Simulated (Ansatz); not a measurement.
SnO2:
```yaml
crystal:
  lattice:
    - [3.21643, 0.00000, 0.00000]
    - [-1.60821, 2.78551, 0.00000]
    - [0.00000, 0.00000, 4.59343]
  atoms:
    - { symbol: Sn, position: [0.00000, 0.00000, 0.00000] }
    - { symbol: O, position: [0.33333, 0.66667, 0.22003] }
    - { symbol: O, position: [0.66667, 0.33333, 0.77997] }
```

The program Ansatz at the PBE+D3(BJ) level (PAW) gives a gap of 1.87 eV without spin–orbit coupling, maximum on the K–Γ line, 73 % of the way from K, minimum at Γ.

Task: What happens when spin–orbit coupling is switched on?

Result: The gap rises by 0.01 eV, to 1.88 eV; maximum on the K–Γ line, 73 % of the way from K, minimum at Γ.

Task: Give the electron effective mass with spin–orbit coupling.

Result: 0.26, 0.26, 0.35 mₑ (principal values).

Space group P-3m1 (CdI2 type). The cell is a constructed one: a structure type filled with these elements; neither database checked (COD, Materials Project) lists it. It is not the phase usual at ambient conditions (space group No. 136). The cell was relaxed with PBE+D3(BJ) under the symmetry of its start; phonons on a q-mesh show no instability.

Potentials: the later of the program's two PAW sets.
